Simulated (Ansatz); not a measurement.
BeS in space group P6_422 (No. 181; Be on 3c, S on 3d), plane-wave PAW PBE (Ansatz code), all energies at zero smearing, with the estimated change up to a 700 eV cutoff added, with one set of potentials and settings (totals compare only within such a set). Cell of 6 atoms (3 Be, 3 S): -2988.957 eV.

| element | reference phase | E (eV/atom) |
|---|---|---|
| Be | P6_3/mmc, 2 atoms in the cell | -92.7620 |
| S | Fddd, 32 atoms in the cell | -902.0599 |

Formation energy per atom, worked out: (-2988.957 − 3×(-92.7620) − 3×(-902.0599))/6 = -0.749 eV/atom (-72 kJ per mol of atoms), at 0 K, without zero-point energy or fitted corrections.

The start of the workflow was typed in or built on a structure type; neither database checked (COD, Materials Project) lists it. COD files the formula under space group No. 216, so this cell is another polymorph or a model. Whether it is the stable phase at ambient conditions was not checked. Symmetry was held in the PBE relaxation; its stability against distortions is not shown here. The references are the lowest solids computed at this level, not always the standard phases.

Potentials: the later of the program's two PAW sets.
